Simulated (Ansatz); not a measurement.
GaAs:
```
CELL_PARAMETERS angstrom
      0.00000     2.80133     2.80133
      2.80133     0.00000     2.80133
      2.80133     2.80133     0.00000
ATOMIC_POSITIONS crystal
  Ga 0.00000 0.00000 0.00000
  As 0.75000 0.75000 0.75000
```

Relaxed with LDA. Special points in fractions of this cell's reciprocal vectors: Γ (0.000, 0.000, 0.000); X (0.500, 0.000, 0.500); U (0.625, 0.250, 0.625); K (0.375, 0.375, 0.750); L (0.500, 0.500, 0.500); W (0.500, 0.250, 0.750).

Task: List the band energies nearest the valence-band maximum at these points for the program Ansatz at the LDA level (PAW).

Result: In eV from the valence-band maximum; about four levels below and three above (degenerate sets whole), none deeper than 8.9 eV; points with the same levels are listed once.

```
k              below                  above
-  -----------------  ---------------------
Γ     0.00 0.00 0.00    0.49 3.70 3.70 3.70
X  -7.00 -2.78 -2.78  1.30 1.55 10.27 10.27
U  -6.80 -4.03 -2.35         1.84 4.61 7.97
L  -6.84 -1.19 -1.19         0.93 4.61 4.61
W  -6.80 -3.68 -3.49         4.65 4.66 5.39
```

Space group F-43m (zinc blende). The LDA relaxation kept the symmetry of its start. Spin–orbit coupling is left out wherever it is not named.

Potentials: the earlier of the program's two PAW sets. The files were generated under PBE; for other functionals the program regenerates the frozen cores, and for LDA and PBEsol the local potential too.
